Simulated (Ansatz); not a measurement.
MoI3 (ReO3-type structure)

Method: PBE+U (U_eff = 4.4 eV on Mo 4d), scalar-relativistic; collinear spin; PAW, 420 eV, Γ-centred 6×6×6 mesh, 0.05 eV Gaussian smearing; code Ansatz; PAW files: Ansatz's generated set soft_2.

```
Mo I
1.0
     5.81509    0.00000    0.00000
     0.00000    5.81509    0.00000
     0.00000    0.00000    5.81509
Mo I
1 3
Cartesian
  0.0000 0.0000 0.0000
  2.9075 0.0000 0.0000
  0.0000 0.0000 2.9075
  0.0000 2.9075 0.0000
```

The cell came from substitution into a structure type; no database entry of this phase was matched, which doesn't show that none exists. The ideal cubic cell shuts out tilts of the octahedra, which such structures often take.

The geometry is fixed. Moments are started on Mo in several ways. q is the propagation vector of an order in a doubled cell, in units of this cell's reciprocal vectors; doubled cells take an equivalent mesh or are counted from a ferromagnetic run in the same cell, unless said otherwise. Energies count from the first row, the state in which the cell was relaxed.

Q: Rank the starts by the energy at which they end, lowest first (meV/atom from the last run of the relaxation).
A. antiparallel, q = (1/2, 1/2, 1/2)
B. ferromagnetic
C. antiparallel, q = (0, 1/2, 1/2)
D. no spin polarisation
E. antiparallel, q = (0, 0, 1/2)

A: B (0.0), E (1.7), C (11.4), A (38.2), D (737.1).

```json
{"start": "ferromagnetic", "largest typed moment (μB)": "3.46*", "ΔE (meV/atom)": "0.0", "gap on the mesh (eV)": "metal", "P (GPa)": "0.0", "final spin moments (μB)": "Mo 3.13; I -0.16"}
{"start": "no spin polarisation", "largest typed moment (μB)": "0.00", "ΔE (meV/atom)": "737.1", "gap on the mesh (eV)": "metal", "P (GPa)": "-2.9", "final spin moments (μB)": "none"}
{"start": "antiparallel, q = (0, 0, 1/2)", "largest typed moment (μB)": "3.00*", "ΔE (meV/atom)": "1.7", "gap on the mesh (eV)": "metal", "P (GPa)": "-0.2", "final spin moments (μB)": "Mo 3.06, -3.06; I -0.10, 0.10"}
{"start": "antiparallel, q = (0, 1/2, 1/2)", "largest typed moment (μB)": "3.00*", "ΔE (meV/atom)": "11.4", "gap on the mesh (eV)": "metal", "P (GPa)": "-0.4", "final spin moments (μB)": "Mo 3.00, -3.00; I -0.06, 0.06"}
{"start": "antiparallel, q = (1/2, 1/2, 1/2)", "largest typed moment (μB)": "3.00*", "ΔE (meV/atom)": "38.2", "gap on the mesh (eV)": "metal", "P (GPa)": "-0.6", "final spin moments (μB)": "Mo 2.96, -2.96"}
```

A star marks runs that didn't start from the typed moments alone: they went on from the state of an earlier run.

The next distinct energy lies only 1.7 meV/atom above the lowest at one geometry; relaxing each state, or a finer mesh, could change the order.

The program noted a lower state or an instability beside: antiparallel, q = (1/2, 1/2, 1/2). The lower rows of the table may be what it saw.

Without spin polarisation the pressure is 2.9 GPa lower than in the lowest state, so the magnetic solution wants the larger cell.

Only orders that fit these small cells were tried, so the real crystal's order may be another.

With a Hubbard U or exact exchange the result depends on the state in which the open shell ends, and a lower one can't be excluded. No spin–orbit coupling, a notable omission for heavy elements. Site moments are of spin, integrated over atomic spheres.
